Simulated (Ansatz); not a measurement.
MgSe (rock salt, space group No. 225), r²SCAN (plane waves, PAW; program Ansatz). The conduction-band minimum lies at X, with 3 equivalent valleys. Second derivatives d²E/dk² of the lowest band at one valley (eV·Å²), along Cartesian directions:

| direction | d²E/dk² |
|---|---|
| [100] | 15.78 |
| [010] | 30.37 |
| [001] | 30.37 |
| [110] | 23.08 |
| [101] | 23.08 |
| [011] | 30.34 |

Task: Find the principal effective masses, the density-of-states mass and the conductivity mass.

Result: Off-diagonal terms follow from H_xy = H[110] − (H_xx + H_yy)/2, and m*/mₑ = 7.620 eV·Å² over each eigenvalue: 0.25, 0.25, 0.48. One valley's DOS mass (m₁m₂m₃)^(1/3) = 0.31, conductivity mass 3/(Σ 1/mᵢ) = 0.30 mₑ.

Task: What effective density of states Nc follows at 300 K for parabolic valleys?

Result: Nc = 2.509e19 × 3 × (0.31)^(3/2) ≈ 1.3e19 cm⁻³.

Space group Fm-3m (rock salt). The cell was relaxed with r²SCAN under the symmetry of its start. The volume moved by -30 % from the start of the relaxation. Scalar-relativistic: spin–orbit coupling is off unless named, which matters more the heavier the elements.

Potentials: the later of the program's two PAW sets.

Edges and masses are those of Kohn–Sham bands, whose gap is no quasiparticle gap.
